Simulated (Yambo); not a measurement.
MgI2 monolayer: sweep of GW parameters

G0W0@PBEsol for a free-standing MgI2 monolayer (symmetry P-3m1, slab cell 16.3 Å high) in Yambo. Reference settings: 6×6×1 Γ-centred k mesh, bands 5 to 158 and a 7 Ry block in the screening, 158 bands in G with the Bruneval-Gonze terminator, plasmon pole fitted at 27.2 eV, slab-truncated Coulomb interaction, stochastic integration of W near q = 0. The PBEsol gap Γ → M on this mesh is 3.62 eV; G0W0 gaps are taken between the same points.

| change from the reference | G0W0 gap Γ → M (eV) | shift of the valence edge (eV) | rough Yambo cost |
|---|---|---|---|
| reference settings | 6.03 | -1.37 | 1 |
| 55 bands in W, 55 bands in G | 5.99 | -1.06 | about 1/2 |
| 98 bands in W, 98 bands in G | 6.03 | -1.27 | within a factor of two |
| 55 bands in G | 6.02 | -1.25 | – |
| 98 bands in G | 6.04 | -1.35 | – |
| 70 bands in W | 6.01 | -1.22 | within a factor of two |
| no stochastic integration of W | 6.73 | -1.73 | – |
| 6 Ry block | 5.99 | -1.32 | within a factor of two |
| pole fitted at 15 eV | 5.99 | -1.30 | – |
| 55 bands in G, no terminator | 5.83 | -0.79 | – |
| 98 bands in G, no terminator | 5.94 | -1.10 | – |
| no terminator | 5.97 | -1.22 | – |

The reference isn't shown to be the converged limit. Costs are rough (shared machines), scaled to the same edge states, and given only for runs that recompute the screening. Without the stochastic integration, the mesh misses the sharp change of W near q = 0 in a layer: the 0.69 eV of that row are a sampling artefact.

Spin-orbit coupling is left out, which matters for elements this heavy: edges can move by tenths of an eV.

Geometry relaxed with PBEsol; primitive cell a = b = 4.1302 Å, c = 16.3000 Å, α = β = 90.00°, γ = 120.00°.

This is a model layer cut from the bulk structure; whether it is stable on its own was not checked.

A shift is the quasiparticle energy of the state minus its PBEsol energy.
